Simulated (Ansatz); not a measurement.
Zr$_{2}$InN in space group P6_3/mmc (No. 194; Zr on 4f, In on 2d, N on 2a) under volume change, DFT-PBEsol in the program Ansatz with PAW potentials, shape and atoms relaxed at each volume.

```json
[
 {"V (Å³/atom)": "15.503", "E − E(relaxed) (meV/atom)": "74.5", "P (GPa)": "16.97"},
 {"V (Å³/atom)": "16.014", "E − E(relaxed) (meV/atom)": "31.2", "P (GPa)": "10.35"},
 {"V (Å³/atom)": "16.525", "E − E(relaxed) (meV/atom)": "7.4", "P (GPa)": "4.74"},
 {"V (Å³/atom)": "17.036", "E − E(relaxed) (meV/atom)": "0.0", "P (GPa)": "0.01"},
 {"V (Å³/atom)": "17.547", "E − E(relaxed) (meV/atom)": "6.5", "P (GPa)": "-3.96"},
 {"V (Å³/atom)": "18.058", "E − E(relaxed) (meV/atom)": "24.5", "P (GPa)": "-7.23"},
 {"V (Å³/atom)": "18.569", "E − E(relaxed) (meV/atom)": "52.0", "P (GPa)": "-9.95"}
]
```

**Question.** What does a third-order Birch–Murnaghan fit give for V₀, B₀ and B′?

**Answer.** V₀ = 17.04 Å³/atom, B₀ = 143 GPa, B′ = 4.9.

The workflow started from a Materials Project entry (that database holds measured and hypothetical structures alike); the Crystallography Open Database copy checked does not list it. Whether it is the stable phase at ambient conditions was not checked. Symmetry was held in the PBEsol relaxation; of distortions, only those at the zone centre were tested. The run is not spin-polarised.

Potentials: the later of the program's two PAW sets.
